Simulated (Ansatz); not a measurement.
BN (zinc blende), relaxed with r²SCAN (Ansatz, a quantum-chemistry and plane-wave program, plane waves, PAW): a = b = c = 3.609 Å, α = β = γ = 90.00°.

- gap (eV) = 4.99
- B₀ by P(V) fit (GPa) = 391

### Question
The same phase is relaxed and computed with HSE06 in the same code. What are the cell and these values now?

### Answer
a = 3.596 Å, b = 3.596 Å, c = 3.596 Å, α = 90.00°, β = 90.00°, γ = 90.00°.

- gap (eV) = 5.80
- B₀ by P(V) fit (GPa) = 403

All cells were relaxed under the symmetry of their starts (and spin orders); stability against distortions was not tested throughout.

Potentials: the earlier of the program's two PAW sets.

Ansatz is a plane-wave DFT program.
